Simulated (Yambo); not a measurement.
Material: K2NaScF6 (space group Fm-3m, No. 225); a = 6.088 Å, b = 6.088 Å, c = 6.088 Å, α = 60.00°, β = 60.00°, γ = 60.00° (10 atoms in the cell). The geometry is that of Materials Project entry mp-6058, symmetrised and not relaxed again.

With LDA (pw.x of Quantum ESPRESSO, ONCV potentials, scalar-relativistic), the gap between the mesh's edge points (Γ → Γ) is 6.412 eV.

Question: By how much does one-shot G0W0 (Yambo; 2×2×2 Γ-centred k mesh, bands 3 to 304 and a 8 Ry block in the screening, 304 bands in G with the Bruneval-Gonze terminator, plasmon pole fitted at 27.2 eV) open this gap, and what gap results?

Answer: The correction is 4.039 eV, giving 10.451 eV, 1.6 times the LDA value.  Nearest settings tried, and what they do to the gap: 197 bands in W, 197 bands in G: +40 meV; 7 Ry block (339 vectors against 459): -11 meV. Not varied: mesh. So the settings aren't converged at that level. The k mesh is coarse.
